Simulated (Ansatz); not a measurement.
Data sheet: Li3Sn (DFT)

Li₃Sn:
```cif
data_Li3Sn
_chemical_formula_sum 'Li3 Sn1'
_space_group_name_H-M_alt 'P 1'
_space_group_IT_number 1
_cell_length_a 4.64609
_cell_length_b 4.64609
_cell_length_c 4.64609
_cell_angle_alpha 60.000
_cell_angle_beta 60.000
_cell_angle_gamma 60.000
loop_
_space_group_symop_operation_xyz
  'x, y, z'
loop_
_atom_site_label
_atom_site_type_symbol
_atom_site_fract_x
_atom_site_fract_y
_atom_site_fract_z
_atom_site_occupancy
Li1 Li 0.25000 0.25000 0.25000 1
Li2 Li 0.75000 0.75000 0.75000 1
Li3 Li 0.50000 0.50000 0.50000 1
Sn1 Sn 0.00000 0.00000 0.00000 1
```

Space group Fm-3m (No. 225); conventional cell a = 6.5706 Å, b = 6.5706 Å, c = 6.5706 Å, α = 90.00°, β = 90.00°, γ = 90.00°.

Method: r²SCAN in the plane-wave PAW code Ansatz. Structure relaxed to zero pressure with the same functional. Other levels are named where they apply.

### Cell and energy

- Volume per atom: 17.73 Å³
- Density: 3.27 g/cm³
- Formation energy from the elements (no fitted shifts): -0.41 eV/atom

### Electronic structure

* **Electronic character**: metallic (no gap)
* **Density of states at the Fermi level**: 0.32 states/eV per atom (mean over ±0.08 eV)

The workflow started from a Materials Project entry (that database holds measured and hypothetical structures alike); the Crystallography Open Database copy checked does not list it. With Li and Sn taken as one species the cell has the higher symmetry Im-3m, so it may be an ordered model of a mixed-site phase. Whether it is the stable phase at ambient conditions was not checked. Symmetry was held in the r²SCAN relaxation; whether a distortion lowers the energy is not shown. The references are the lowest solids computed at this level, not always the standard phases. Scalar-relativistic: spin–orbit coupling is off unless named, which matters more the heavier the elements.

Potentials: the later of the program's two PAW sets.
